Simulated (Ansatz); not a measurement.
Relaxed LiH (rock salt):

```
LiH
1.0
    0.00000     4.00712     4.00712
    2.00356     0.00000     2.00356
    2.00356     2.00356     0.00000
H Li
2 2
Direct
  0.00000   0.00000   0.00000
  0.50000   0.00000   0.00000
  0.25000   0.50000   0.50000
  0.75000   0.50000   0.50000
```

The atoms are displaced by Q × the pattern below (from a DFPT mode at L = (0.5, 0.0, 0.0), largest move 1; Q in Å), at fixed cell. It is one choice among 2 degenerate patterns. (q is in reciprocal vectors of the primitive cell; the cell shown is doubled to hold the pattern.)

```
atom       x       y       z
----  ------  ------  ------
Li3   -0.285   0.520  -0.805
Li4    0.285  -0.520   0.805
```

Atoms not listed stay in place.

Calculation: PBE (plane waves to 420 eV, PAW, scalar-relativistic; Ansatz, an electronic-structure program). k mesh 7×14×14 (Γ-centred), Fermi-Dirac smearing 0.05 eV. LiH was relaxed with its symmetry unable to fall.

At one point of the scan the forces (eV/Å) are:

```tsv
atom	Fx	Fy	Fz
H1	0.000	0.000	0.000
H2	0.000	0.000	0.000
Li3	-0.054	0.098	-0.152
Li4	0.054	-0.098	0.152
```

Problem. Which point is it?
A) Q = -0.050 Å
B) Q = -0.100 Å
C) Q = -0.017 Å

Solution. B, Q = -0.100 Å

(A displaced cell: forces are minus the slopes of the energy, force constants its curvatures, and phonons follow from these.)
